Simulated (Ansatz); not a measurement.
K$_{2}$Hf, a known structure type with other elements, at an estimated volume

```xyz
6
Lattice="3.3466 5.7906 0.0000 3.3466 -5.7906 0.0000 0.0000 0.0000 -7.0582" Properties=species:S:1:pos:R:3 pbc="T T T"
K     3.3466    1.9306   -5.2937
K     3.3466   -1.9306   -1.7646
Hf    3.3466   -1.9306   -5.2937
Hf    3.3466    1.9306   -1.7646
K     0.0000    0.0000    0.0000
K     0.0000    0.0000   -3.5291
```

The numbers come from plane-wave PAW DFT (Ansatz): PBE, no spin polarisation, 420 eV, 6×6×5 Γ-centred k points, fermi-dirac occupations (width 0.1 eV). Nothing was relaxed.

Question: Is the cell too large or too small?

Answer: The pressure is -0.3 GPa (compression positive), so with the atoms held at these fractions the cell is close to zero pressure. The principal stresses -1.1, -1.1, 1.2 GPa differ, so its shape would change too.

Question: Are the atoms at rest?

Answer: Nearly at rest: the largest force is 0.001 eV/Å.

Question: Metal or insulator?

Answer: It is a metal on this mesh, though the bands barely overlap, with about 14 states/eV a cell as the mean within 0.25 eV of the Fermi level, mostly Hf d (82 %).

Question: How is the charge shared?

Answer: Bader charges in e: K +0.51 to +0.55, Hf -1.05. In the mean K gives up most and Hf takes most.

Question: Is it stable against the elements?

Answer: 1.55 eV an atom against the elements' usual phases (free molecules for gases, crystals otherwise, with no correction for O₂ or N₂), so at this geometry it isn't bound against them. Relaxing would lower it.

Origin: a known structure type with other elements, at an estimated volume, so it need not be a known compound. Caveats: many states at the Fermi level without spin polarisation, so a magnetic state may lie lower.
